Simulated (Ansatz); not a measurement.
Calculated 201Hg nuclear quadrupole resonance for HgTe under strain

Cell: a structure deposited in the COD, relaxed with PBE at fixed cell and then changed (z stretched by 2 %, ions relaxed).

```xyz
2
Lattice="0.0000 3.2235 3.2880 3.2235 0.0000 3.2880 3.2235 3.2235 0.0000" Properties=species:S:1:pos:R:3 pbc="T T T"
Hg    0.0000    0.0000    0.0000
Te    1.6118    1.6118    1.6440
```

Sites (sets of like atoms) are named by element and the number of their first atom in this list.

Method: Kohn–Sham DFT in Ansatz, PBE, plane waves and PAW, scalar-relativistic, 420 eV cutoff, Γ-centred 13×13×13 k-points, Fermi–Dirac smearing 0.05 eV.

201Hg: I = 3/2, Q = 387.0 mb (year-2017 value). Static lattice, zero field.

**Question.** Predict the zero-field 201Hg lines of each site.

**Answer.** For I = 3/2 there is one line, ν = (|C_Q|/2)(1 + η²/3)^½.

```
site  atoms  V_zz (10²¹ V/m²)  C_Q (MHz)     η  line frequencies (MHz)
  Hg      1             -1.09      -10.2  0.00                    5.09
```

An axis of threefold or higher order runs through Hg, so V_zz lies along it and η is zero.

With no gap above 0.1 eV, as in a metal, the gradients converge slowly in k; expect changes of a tenth or more on a denser mesh. Spin–orbit coupling is left out, which shifts gradients on Hg by a few per cent in wide-gap crystals, and can shift them far more where the calculated gap is small or absent, as here. Semilocal functionals make gaps too small and can close them, so the real compound need not be a metal.
